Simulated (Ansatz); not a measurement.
Sc:
```
Sc
1.0
    3.31947     0.00000     0.00000
   -1.65973     2.87474     0.00000
    0.00000     0.00000     5.16323
Sc
2
Direct
  0.33333   0.66667   0.75000
  0.66667   0.33333   0.25000
```

Relaxed with PBE. Special points in fractions of this cell's reciprocal vectors: Γ (0.000, 0.000, 0.000); M (0.500, 0.000, 0.000); K (0.333, 0.333, 0.000); A (0.000, 0.000, 0.500); L (0.500, 0.000, 0.500); H (0.333, 0.333, 0.500).

List the band energies nearest the Fermi level at these points for PBE in the plane-wave PAW code Ansatz.

In eV from the Fermi level; about four levels below and three above (degenerate sets whole), none deeper than 8.9 eV; points with the same levels are listed once.

| k | below | above |
|---|---|---|
| Γ | -5.12 -1.63 | 0.62 1.59 1.59 |
| M | -1.62 -1.06 -0.67 -0.35 | 1.30 1.33 1.88 |
| K | -0.72 -0.72 -0.62 -0.49 | 1.02 1.02 2.12 |
| A | -3.58 -3.58 | 0.98 0.98 1.50 1.50 1.50 1.50 |
| L | -1.47 -1.47 | 0.07 0.07 1.27 1.27 |
| H | -0.41 -0.41 -0.13 -0.13 | 0.26 0.26 2.39 2.39 |

Space group P6_3/mmc (hcp (Mg type)). The cell was relaxed with PBE under the symmetry of its start. The run is not spin-polarised.

Potentials: the earlier of the program's two PAW sets.
